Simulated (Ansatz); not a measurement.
A geometry of HfO2 away from equilibrium: the start of the relaxation of a generated cell, HfO2 built in the AFLOW prototype AB2_cF48_227_c_e (as in Ti2C). All values below come from r2SCAN (plane waves to 500 eV, PAW, scalar-relativistic; Ansatz, a first-principles code). Γ-centred k-mesh 4×4×4 on the run's cell (coarser than for final values), Fermi–Dirac smearing 0.05 eV.

```xyz
12
Lattice="0.0000 4.0882 4.0882 4.0882 0.0000 4.0882 4.0882 4.0882 0.0000" Properties=species:S:1:pos:R:3 pbc="T T T"
Hf     5.1103     5.1103     5.1103
Hf     5.1103     3.0662     3.0662
Hf     3.0662     5.1103     3.0662
Hf     3.0662     3.0662     5.1103
O      7.1135     7.1135     7.1135
O      7.1135     5.1511     5.1511
O      5.1511     7.1135     5.1511
O      5.1511     5.1511     7.1135
O      3.1070     3.1070     3.1070
O      3.1070     5.0694     5.0694
O      5.0694     3.1070     5.0694
O      5.0694     5.0694     3.1070
```

Question: Predict the force on each atom, in eV/Å.

Answer: 
```tsv
atom	Fx	Fy	Fz
Hf1	0.00	0.00	0.00
Hf2	0.00	0.00	0.00
Hf3	0.00	0.00	0.00
Hf4	0.00	0.00	0.00
O5	0.26	0.26	0.26
O6	0.26	-0.26	-0.26
O7	-0.26	0.26	-0.26
O8	-0.26	-0.26	0.26
O9	-0.26	-0.26	-0.26
O10	-0.26	0.26	0.26
O11	0.26	-0.26	0.26
O12	0.26	0.26	-0.26
```

Question: What is the pressure?

Answer: +51.6 GPa, compression positive.

No spin polarisation in the result.

The run could not lose the symmetry of its start: the end is stationary, and may be a saddle point rather than a minimum.

The end of the path is a generated cell of HfO2: the first start was made by placing the elements on the sites of a structure type, and the end was not matched to a known phase here, so it may be hypothetical. Known forms of HfO2 include space group No. 14, 29, 137, 225.
